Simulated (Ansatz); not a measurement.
**How much do the gradients of MgV2PbO2F8 depend on the method?**

Cell: a Materials Project structure (computed, not necessarily an observed phase), ions relaxed with PBE at fixed cell.

```
CELL_PARAMETERS angstrom
5.47101 0.00000 0.00000
-2.67485 6.07410 0.00000
-0.75668 -2.51205 7.30068
ATOMIC_POSITIONS crystal
Mg 0.00000 0.00000 0.50000
V 0.38834 0.70934 0.28482
V 0.61166 0.29066 0.71518
Pb 0.00000 0.00000 0.00000
O 0.28577 0.43607 0.18186
O 0.71423 0.56393 0.81814
F 0.27717 0.83369 0.11616
F 0.72283 0.16631 0.88384
F 0.76024 0.89432 0.24775
F 0.23976 0.10568 0.75225
F 0.62256 0.79408 0.51936
F 0.37744 0.20592 0.48064
F 0.11827 0.74476 0.41014
F 0.88173 0.25524 0.58986
```

Atom numbers follow the list; atoms alike are taken as one site, whose name carries the number of the first.

First run. Level of theory: DFT, PBE, plane waves and PAW, scalar-relativistic, collinear spin, 420 eV cutoff, Γ-centred 4×4×3 k-points, Fermi–Dirac smearing 0.02 eV (Ansatz 0.2.0). Start moments as typed (μB): 0 1 -1 0 0 0 0 0 0 0 0 0 0 0 by atom.

```tsv
site	atom	V_zz (10²¹ V/m²)	η	m (μB)
Mg	1	1.33	0.99	0.00
V	2	6.28	0.59	0.68
Pb	4	-15.19	0.37	0.00
O	5	-1.05	0.88	-0.07
F7	7	9.94	0.22	0.01
F9	9	7.40	0.68	0.00
F11	11	7.63	0.21	0.01
F13	13	9.77	0.41	0.02
```

Second run. The same atoms and settings, except that a Hubbard term is added (U = 2.1 eV on V d).

Problem. Given the first result, estimate the second.

Solution. 

```tsv
site	atom	V_zz	η	change of V_zz	m (μB)
Mg	1	1.33	0.98	0.00	0.00
V	2	6.11	0.62	-0.17	0.70
Pb	4	-15.18	0.39	+0.01	0.00
O	5	1.42	0.77	–	-0.08
F7	7	9.89	0.25	-0.05	0.01
F9	9	7.25	0.70	-0.15	0.00
F11	11	7.52	0.22	-0.11	0.01
F13	13	9.72	0.43	-0.05	0.01
```

The largest change of V_zz along a kept axis is on V, from 6.28 to 6.11. The whole tensor moves most on Pb, by 0.51 along its most changed direction. In per cent, |V_zz| changes by 0 on Mg, -3 on V, 0 on Pb, -2 to -1 on F (all sites that start above 0.5, bar those whose gradient vanishes or changes sign or whose main axis turns by over 40°). On O the largest principal value lies along another axis in the second run, so the two V_zz can't be compared directly.

Spin–orbit coupling is left out, which shifts gradients on Pb by a few per cent, and by more where contributions nearly cancel. The magnetic order is the one that the run reached from its start moments, not necessarily the measured one.
